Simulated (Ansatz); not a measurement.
Level of theory: Ansatz, DFT, r2SCAN, plane waves (500 eV) with PAW, scalar-relativistic. (PAW data from PBE, frozen cores regenerated.)

An element in the fcc structure gives this curve. The cell is scaled uniformly from the relaxed one, with fractional coordinates and shape fixed. Energies are extrapolated to zero smearing, pressures are those at the given smearing. Magnetic state: spin not included.

```csv
V (Å³/atom),E − E₀ (meV/atom),P (GPa)
12.633,67.3,14.90
13.207,26.0,8.53
13.781,5.1,3.54
14.356,0.1,-0.35
14.930,7.4,-3.37
15.504,24.2,-5.71
16.078,48.4,-7.51
```

(1) Which element is it?
A. aluminium
B. tungsten
C. zinc
D. ruthenium

Answers

(1) C. Its fit is V₀ = 14.28 Å³/atom, B₀ = 88 GPa, B₀′ = 5.3.
